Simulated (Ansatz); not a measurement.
BaTiO₃:
```
CELL_PARAMETERS angstrom
      0.00000     2.85787    -2.87395
      0.00000     2.85787     2.87395
      3.96422     0.00000     0.00000
ATOMIC_POSITIONS crystal
  Ba 0.99503 0.00497 0.00000
  Ti 0.47951 0.52049 0.50000
  O  0.50935 0.97682 0.50000
  O  0.02318 0.49065 0.50000
  O  0.51304 0.48696 0.00000
```

Relaxed with r²SCAN. Special points in fractions of this cell's reciprocal vectors: Γ (0.000, 0.000, 0.000); Y (-0.500, 0.500, 0.000); C0 (-0.497, 0.503, 0.000); Σ0 (0.497, 0.497, 0.000); Z (0.000, 0.000, 0.500); A0 (0.497, 0.497, 0.500); E0 (-0.497, 0.503, 0.500); T (-0.500, 0.500, 0.500); S (0.000, 0.500, 0.000); R (0.000, 0.500, 0.500).

Problem. List the band energies nearest the valence-band maximum at these points for the program Ansatz at the r²SCAN level (PAW).

Solution. In eV from the valence-band maximum; about four levels below and three above (degenerate sets whole), none deeper than 8.9 eV; points with the same levels are listed once.

```csv
k,below,above
Γ,-1.17 -0.53 -0.51 -0.43,2.66 2.89 2.96
Y,-1.63 -0.92 -0.84 -0.25,4.12 4.18 4.46
Z,-1.65 -1.50 -1.21 -1.09,3.04 4.06 4.26
A0,-2.36 -0.21 -0.02 0.00,4.65 4.69 4.82
S,-1.80 -1.65 -0.96 -0.79,2.86 4.12 4.14
R,-1.72 -0.94 -0.90 -0.05,4.17 4.19 4.55
```

Space group Amm2. This is a known low-temperature phase of the composition, computed here at zero pressure and temperature. The r²SCAN relaxation kept the symmetry of its start. At this level the phase is dynamically unstable (imaginary phonons). No spin polarisation was allowed. Spin–orbit coupling is left out wherever it is not named.

Potentials: the earlier of the program's two PAW sets.
